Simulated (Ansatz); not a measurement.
**Sb2Pd, a database entry at a rescaled volume**

```yaml
crystal:
  lattice:
    - [6.38521, 0.00000, 0.00000]
    - [0.00000, 6.38521, 0.00000]
    - [0.00000, 0.00000, 6.38521]
  atoms:
    - { symbol: Pd, position: [0.00000, 0.00000, 0.00000] }
    - { symbol: Pd, position: [0.50000, 0.00000, 0.50000] }
    - { symbol: Pd, position: [0.50000, 0.50000, 0.00000] }
    - { symbol: Pd, position: [0.00000, 0.50000, 0.50000] }
    - { symbol: Sb, position: [0.37330, 0.37330, 0.37330] }
    - { symbol: Sb, position: [0.12670, 0.62670, 0.87330] }
    - { symbol: Sb, position: [0.87330, 0.12670, 0.62670] }
    - { symbol: Sb, position: [0.62670, 0.87330, 0.12670] }
    - { symbol: Sb, position: [0.62670, 0.62670, 0.62670] }
    - { symbol: Sb, position: [0.87330, 0.37330, 0.12670] }
    - { symbol: Sb, position: [0.12670, 0.87330, 0.37330] }
    - { symbol: Sb, position: [0.37330, 0.12670, 0.87330] }
```

Method: PBEsol, no spin polarisation; PAW, plane waves to 420 eV, 4×4×4 Γ-centred mesh, fermi-dirac occupations (width 0.018 eV) (Ansatz 0.2.0), atoms fixed.

Problem. Is the cell too large or too small?

Solution. The pressure is 4.4 GPa (compression positive), so with the atoms held at these fractions the cell would first expand.

Problem. Is it stable against the elements?

Solution. -0.37 eV an atom against the elements' usual phases (free molecules for gases, crystals otherwise, with no correction for O₂ or N₂), so it is bound against them; other compounds may still compete. Relaxing would lower it.

Problem. What happens at the Fermi level?

Solution. It is a metal, with about 1.8 states/eV a cell as the mean within 0.25 eV of the Fermi level, mostly Sb p (67 %) and Pd d (18 %).

Problem. What do density and ELF say about some of the short contacts?

Solution. Pd–Sb at 2.64 Å: least valence density 0.43 e/Å³ and ELF 0.43 there. Sb–Sb at 2.80 Å: least valence density 0.42 e/Å³ and ELF 0.72 there. These are pseudo-fields; inside the PAW spheres they differ from the all-electron ones.

Origin: a database entry at a rescaled volume.
